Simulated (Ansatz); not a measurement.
# Property card for Y3Si5

Y$_{3}$Si$_{5}$:
```
Y3Si5
1.0
    6.63977     0.00000     0.00000
   -3.31989     5.75021     0.00000
    0.00000     0.00000     4.16474
Y Si
3 5
Cartesian
 -2.15555   3.73353   0.00000
  4.31111   0.00000   0.00000
  1.16433   2.01668   0.00000
  3.31989   1.91674   2.08237
  0.00000   3.83347   2.08237
 -0.93963   1.62748   2.08237
  1.87926   0.00000   2.08237
  2.38026   4.12273   2.08237
```

Space group P-62m (No. 189); conventional cell a = b = 6.640 Å, c = 4.165 Å, α = β = 90.00°, γ = 120.00°.

Method: plane-wave PAW r²SCAN (Ansatz code). The cell and atoms are relaxed at this level. Other levels are named where they apply.

**Cell and energy**

Volume per atom: 19.88 Å³
Density: 4.25 g/cm³
Formation energy from the elements (no fitted shifts): -69 kJ/mol of atoms

**Electronic structure**

- Electronic character = metallic (no gap)
- Density of states at the Fermi level = 0.29 states/eV per atom (mean over ±0.08 eV)
- Gap with spin–orbit coupling = none (metallic)

**Mechanics**

- Bulk modulus (Birch–Murnaghan fit): 77.1 GPa
- Pressure derivative B′: 3.7

**Charges**

- Bader charges: Y +1.58, Si -1.11 to -0.85 e

The start of the workflow was typed in or built on a structure type; neither database checked (COD, Materials Project) lists it. Whether it is the stable phase at ambient conditions was not checked. The r²SCAN relaxation kept the symmetry of its start; whether a distortion lowers the energy is not shown. The run is not spin-polarised. The references are the lowest solids computed at this level, not always the standard phases. Spin–orbit coupling is left out wherever it is not named.

Potentials: the later of the program's two PAW sets.
